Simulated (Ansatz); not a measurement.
The relaxed structure here is a generated cell of VBiO4: the first start was made by placing the elements on the sites of a structure type, and the end was not matched to a known phase here, so it may be hypothetical. Known forms of VBiO4 include space group No. 88.

A relaxed cell of VBiO$_{4}$ (P6/mmm (No. 191)), relaxed on a k-mesh at least as fine as the one used below. Level of theory: r2SCAN (plane waves to 500 eV, PAW, scalar-relativistic; Ansatz, a program for electronic structure). Γ-centred k-mesh 7×7×2 on the run's cell (coarser than for final values), Fermi–Dirac smearing 0.05 eV.

```xyz
12
Lattice="3.6201 0.0000 0.0000 -1.8100 3.1351 0.0000 0.0000 0.0000 11.2914" Properties=species:S:1:pos:R:3 pbc="T T T"
V      0.0000     0.0000     2.8229
V      0.0000     0.0000     8.4686
Bi     0.0000     0.0000     0.0000
Bi     0.0000     0.0000     5.6457
O      0.0000     2.0901     1.5949
O      0.0000     2.0901     7.2406
O      1.8100     1.0450     1.5949
O      1.8100     1.0450     7.2406
O      1.8100     1.0450     4.0508
O      1.8100     1.0450     9.6965
O      0.0000     2.0901     4.0508
O      0.0000     2.0901     9.6965
```
Spin-polarised start, with parallel moments on V.

The atoms are displaced by (Å):

| atom | ux | uy | uz |
|---|---|---|---|
| V1 | -0.071 | -0.069 | -0.056 |
| V2 | 0.095 | 0.049 | -0.161 |
| Bi3 | 0.099 | 0.014 | 0.057 |
| Bi4 | 0.097 | 0.128 | -0.063 |
| O5 | -0.072 | 0.107 | -0.116 |
| O6 | 0.008 | 0.044 | 0.108 |
| O7 | 0.097 | 0.026 | -0.094 |
| O8 | -0.002 | 0.060 | -0.013 |
| O9 | -0.040 | -0.099 | -0.129 |
| O10 | -0.021 | 0.007 | 0.018 |
| O11 | -0.058 | 0.096 | -0.033 |
| O12 | 0.033 | 0.093 | 0.119 |

**Question.** What forces (eV/Å) and pressure result?

**Answer.** 
```
atom     Fx     Fy     Fz
----  -----  -----  -----
V1    -0.44  -0.59   0.53
V2     0.67  -0.02   0.44
Bi3    0.32   0.00  -1.71
Bi4    0.49   0.53  -0.44
O5     0.71   0.18   0.70
O6    -0.28   0.05   0.38
O7    -0.46   0.20   0.31
O8    -0.30  -0.24  -0.50
O9    -0.17   0.85   0.06
O10   -0.27  -0.06  -0.28
O11   -0.08  -1.01   0.55
O12   -0.19   0.10  -0.05
```

Pressure +3.0 GPa.

The undisplaced cell is probably no minimum: from this displacement the run went on to P2₁ (No. 4), 1.91 eV/atom below it.

Spin state reached: spin-polarised, with opposite induced moments (net 0.14 μB/atom), from parallel starting moments; other spin orders were not run from this start. The d or f electrons are treated with no Hubbard U.
